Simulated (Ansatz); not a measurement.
This cell of Cu (fcc, Cu type) is off equilibrium:

```xyz
2
Lattice="0.0000 3.5790 3.5790 1.7895 0.0000 1.7895 1.7895 1.7895 0.0000" Properties=species:S:1:pos:R:3 pbc="T T T"
Cu    -0.0799     0.1456    -0.2254
Cu     1.8694     3.4334     2.0150
```

Method: r2SCAN (plane waves to 500 eV, PAW, scalar-relativistic; Ansatz, a quantum-chemistry and plane-wave program). k mesh 11×22×22 (Γ-centred), Fermi-Dirac smearing 0.05 eV. Stress and pressure are positive under compression. With partly filled bands, energies and forces of such displacements shift with the k mesh and the smearing. Cu is run without spin polarisation. Cu was relaxed with its symmetry unable to fall. The PAW data are Ansatz's earlier set.

**Question.** What forces act on the atoms (eV/Å, Cartesian)?

**Answer.** 
| atom | Fx | Fy | Fz |
|---|---|---|---|
| Cu1 | 0.424 | -0.583 | 0.352 |
| Cu2 | -0.424 | 0.583 | -0.352 |

**Question.** Give the stress tensor in GPa and the pressure.

**Answer.** 
```
   10.3     -7.3     -4.3
   -7.3      5.2      2.4
   -4.3      2.4     -3.1
```
The pressure, a third of the trace, is 4.1 GPa.

(A displaced cell: forces are minus the slopes of the energy, force constants its curvatures, and phonons follow from these.)
